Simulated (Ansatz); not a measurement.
According to the program Ansatz at the PBEsol level (PAW), BaGaHO₂ in the tetragonal phase (P4/mmm; Ba on 1d, Ga on 1a, O on 2f, H on 1b) relaxes to a = 3.976 Å, c = 3.847 Å. Ba has 12 nearest neighbours from 2.77 Å (cuboctahedral); Ga has 6 nearest neighbours from 1.92 Å (octahedral). Its formation energy from the elements is -1.73 eV/atom, with no fitted shifts.

It is gapped at this level: 0.35 eV (indirect). The valence maximum lies at A and the conduction minimum at Z. The screened hybrid HSE06 puts the gap at 1.94 eV. Gap from PBEsol with spin–orbit coupling: 0.35 eV. Electrons at the band edge weigh 0.069, 0.18, 0.18 mₑ (principal values).

An equation-of-state fit gives a bulk modulus of 122 GPa. The relaxed-ion elastic constants in GPa are C11 = 220, C12 = 91.3, C13 = 79.0, C33 = 179, C44 = 91.3, C66 = 114. The elastic constants imply a Debye temperature near 505 K. Perturbation theory gives ε∞ = 5.66 (xx = yy), 7.93 (zz). Born charges are Ba +2.77, Ga +3.66, O -2.61, H -1.21 e. The phonon dispersion is unstable, down to 47i cm⁻¹. Without the LO–TO term the highest mode at Γ lies at 942 cm⁻¹.

The start of the workflow was typed in or built on a structure type; neither database checked (COD, Materials Project) lists it. Its standing as an ambient phase is unchecked. The PBEsol relaxation kept the symmetry of its start; phonons show weakly imaginary modes. The references are the lowest solids computed at this level, not always the standard phases (solids in place of the gases). Spin–orbit coupling is left out wherever it is not named.

Potentials: the earlier of the program's two PAW sets. The files were generated under PBE; for other functionals the program regenerates the frozen cores, and for LDA and PBEsol the local potential too.
